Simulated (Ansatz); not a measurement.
**H4BrN: the gap against volume**

H4BrN, P-43m, a = 3.970 Å. The structure is a COD entry; whether it is the stable form wasn't checked. Ansatz: PBEsol, PAW, 420 eV, Γ-centred 6×6×6 mesh on 6 atoms, Gaussian smearing 0.02 eV; no spin polarisation. Shape and atoms are relaxed at each volume; x = ln(V/V0) with V0 = 10.431 Å³/atom. The gap is read at the mesh points alone.

| x | gap y (eV) |
| --- | --- |
| -0.0619 | 4.456 |
| -0.0305 | 4.305 |
| 0.0000 | 4.168 |
| 0.0296 | ? |
| 0.0583 | 3.927 |

Q: Fit a straight line to the other rows, give the volume deformation potential of the gap and its pressure coefficient, and predict the missing gap. B0 = 23.0 GPa.

A: Means x = -0.008525, y = 4.2140; Σ(Δx)² = 0.007870, ΣΔxΔy = -0.03449; the slope is their ratio. y = 4.1766 − 4.3821 x. The slope is the deformation potential a = dE_g/d ln V = -4.38 eV, and dE_g/dP = −a/B0 = 191 meV/GPa. At x = 0.0296 the fit asked for gives 4.047 eV. The run gave 4.042 eV, so the fit is 0.005 eV too high, within the rms miss on the fitted rows (0.007 eV).

Spin-orbit coupling is left out; it narrows the gap by about 0.1 eV where the valence top is a degenerate p level of Br. Semilocal functionals give gaps under the measured ones; changes of the gap mostly carry over better.

Cost: 5 runs of about 0.67 core-minutes in all, on Arm Neoverse V2 (shared hosts).